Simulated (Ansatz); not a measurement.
A generator proposed this cell of LaNb₄O.

```yaml
crystal:
  lattice:
    - [4.32545, 0.00000, 0.00000]
    - [0.00000, 4.32545, 0.00000]
    - [0.00000, 0.00000, 6.13026]
  atoms:
    - { symbol: La, position: [0.00000, 0.00000, 0.00000] }
    - { symbol: Nb, position: [0.50000, 0.00000, 0.75658] }
    - { symbol: Nb, position: [0.00000, 0.50000, 0.24342] }
    - { symbol: Nb, position: [0.50000, 0.00000, 0.24342] }
    - { symbol: Nb, position: [0.00000, 0.50000, 0.75658] }
    - { symbol: O, position: [0.50000, 0.50000, 0.50000] }
```

Level of theory: Ansatz, DFT PBE, scalar-relativistic, plane waves, PAW. Settings: cutoff 420 eV, Γ-centred mesh 4×4×4 on the computed 6-atom cell, Gaussian smearing of 0.10 eV; no spin polarisation.

Energies over the elements count from the elements' standard structures at the same level (O₂ as a molecule), with no fitted energy shifts.

**Question.** What does a single point on this coarse mesh give?

**Answer.** The pressure is -1.0 GPa (the mean over three directions, positive in compression), the largest force is 1.46 eV/Å, and the energy is +1.09 eV/atom against the elements. The shortest distance is 2.63 Å.

**Question.** How much does it gain on relaxing, and where does it end?

**Answer.** Relaxing gains about 0.86 eV/atom (the start's value is from the coarse mesh, so the gain is rough) in 19 ionic steps and ends at +0.23 eV/atom on the finer mesh. The symmetry stays P4/mmm (No. 123). The volume per atom grows by 8.2 %, from 19.1 to 20.7 Å³. The shortest distance goes from 2.63 Å (La–Nb) to 2.37 Å (Nb–O). The ratio c/a of the conventional cell changes by a factor of 1.42. Conventional cell: a = 3.948 Å, c = 7.962 Å. Around La lie 8 Nb at 3.31 Å and 4 La at 3.95 Å; around Nb lie 2 O at 2.37 Å, 5 Nb at 2.64–2.79 Å and 2 La at 3.31 Å; around O lie 8 Nb at 2.37 Å.

The last run used a 10×10×6 mesh (in the run's order of axes) for its 6-atom cell and Gaussian smearing of 0.10 eV. The cell is a metal run without spin; a magnetic state may lie lower. The relaxation can't lower the symmetry of the start. A structure relaxed within its symmetry needn't be a true minimum. Another cell of LaNb4O relaxed alike, in P4/mmm, lies 116 meV/atom lower, so this cell isn't the stable form at this level.
